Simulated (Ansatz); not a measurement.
**Phonons of MgO (Fm-3m)**

```yaml
crystal:
  lattice:
    - [0.00000, 2.10714, 2.10714]
    - [2.10714, 0.00000, 2.10714]
    - [2.10714, 2.10714, 0.00000]
  atoms:
    - { symbol: Mg, position: [0.00000, 0.00000, 0.00000] }
    - { symbol: O, position: [0.50000, 0.50000, 0.50000] }
```

Computed, not measured; unless marked otherwise by PBEsol, all-electron LAPW in Ansatz 0.2.0, scalar-relativistic. k mesh 8×8×8, fixed occupations, basis error target 1 meV/atom. The cell was relaxed by PAW under this functional.

Atoms are displaced by 0.01 Å in the smallest supercells that hold the wave vectors of a 2×2×2 mesh. Negative values stand for unstable modes. The zone centre has no LO-TO term.

(1) What are the phonon energies at the solved wave vectors, in THz?

(2) Is the structure dynamically stable at these wave vectors?

(3) How do the optical zone-centre modes decompose, and which are active?

(4) How well do frozen-core PAW files reproduce these all-electron values?

(5) The cell is scaled evenly to 18.337 and 19.086 Å³ (from 18.712), with free atoms relaxed and the shape held. What are the mode Grüneisen parameters γ = −d ln ω/d ln V?

(6) Linear response on PAW files adds the field. What are the dielectric tensor, the Born charges and the LO shift?

Answers

(1) 

| q | point | modes (THz) |
| --- | --- | --- |
| 0.000 0.000 0.000 | Gamma | 11.58 (×3) |
| 0.500 0.000 0.000 | L | 8.11 (×2), 10.57 (×2), 16.10, 16.67 |
| 0.500 0.500 0.000 | X | 8.52 (×2), 12.43, 13.06 (×2), 16.01 |

(2) Yes, no mode is unstable there; wave vectors off this mesh aren't tested.

(3) Point group m-3m: Γ_opt = T1u.

```json
{"label": "T1u", "THz": "11.58", "activity": "IR", "mostly": "O (60 %)"}
```

(4) With a cutoff of 420 eV and displacements of 0.0025 Å, the r.m.s. difference over the modes is 0.7 cm⁻¹; the largest difference is 387.5 (PAW) against 386.3 cm⁻¹ (LAPW).

(5) For the highest mode, 569.0 cm⁻¹ in the small cell and 543.3 in the large one give γ ≈ 1.16. From the change of the dynamical matrix on each mode:

```csv
point,cm⁻¹,γ
Gamma,386.3,2.39
L,270.6,2.09
L,352.6,1.99
L,537.1,0.94
L,555.9,1.16
X,284.1,0.69
X,414.5,1.57
X,435.8,2.09
X,534.0,1.17
```

Weighted by the modes' heat capacities at 300 K, the mean on this mesh is 1.65; it moves with the q mesh, and a coarse one overweights the zone boundary.

(6) ε∞ = (3.25, 3.25, 3.25) along x, y, z with local fields. Born charges (xx, yy, zz): Mg1 (1.98, 1.98, 1.98); O2 (-1.98, -1.98, -1.98). The highest zone-centre mode lies at 387.4 cm⁻¹ without the macroscopic field and at 692.3 cm⁻¹ with it, for q along x. Lyddane-Sachs-Teller then gives ε₀ = ε∞ (ω_LO/ω_TO)² = 10.37. With the ions free to follow the field, the program's ε₀ is (10.37, 10.37, 10.37).

Limits of these numbers: the frozen-core PAW files of the compared runs were fitted under PBE, their cores solved anew for this functional; semilocal gaps are low, and ε∞ tends to come out large.
